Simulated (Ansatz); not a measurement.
BaHfO₃:
Space group Pm-3m (No. 221); a = 4.177 Å, b = 4.177 Å, c = 4.177 Å, α = 90.00°, β = 90.00°, γ = 90.00°

```tsv
atom	site	symmetry	x	y	z
Ba	1b	m-3m	0.5000	0.5000	0.5000
Hf	1a	m-3m	0.0000	0.0000	0.0000
O	3d	4/mm.m	0.0000	0.0000	0.5000
```

Relaxed with r²SCAN. Independent-particle spectrum: no excitons, no local fields, no scissors shift; 0.1 eV broadening; ε₁ of the summed bands alone.

**Question.** Tabulate the dielectric function from r²SCAN (plane waves, PAW; program Ansatz).

**Answer.** 

```csv
E (eV),ε₁ xx,ε₂ xx
0.0,4.09,0.00
0.5,4.10,0.00
1.0,4.13,0.00
1.5,4.19,0.00
2.0,4.28,0.00
2.5,4.40,0.00
3.0,4.58,0.00
3.5,4.82,0.00
4.0,5.21,0.00
4.5,5.91,0.23
5.0,6.74,0.81
5.5,6.92,2.31
6.0,6.57,3.32
6.5,6.43,4.26
7.0,6.17,6.63
7.5,0.78,5.96
8.0,1.84,3.19
8.5,3.23,3.94
9.0,2.04,3.93
9.5,2.40,4.97
10.0,2.37,4.34
10.5,1.46,4.31
11.0,0.88,5.90
11.5,-1.27,4.24
12.0,-1.11,2.96
```

**Question.** From ε at 4.9 eV (xx: 6.52 + 0.63i), find n, k, the normal reflectivity and the absorption coefficient.

**Answer.** n = 2.56, k = 0.123, R = 19 %, α = 2kE/ħc = 61000 cm⁻¹.

With all bands, ε∞ without local fields is 4.37. DFPT, with local fields, gives 4.34.

The r²SCAN relaxation kept the symmetry of its start; phonons on a q-mesh show no instability. The run is not spin-polarised. Spin–orbit coupling is left out wherever it is not named.

Potentials: the later of the program's two PAW sets.
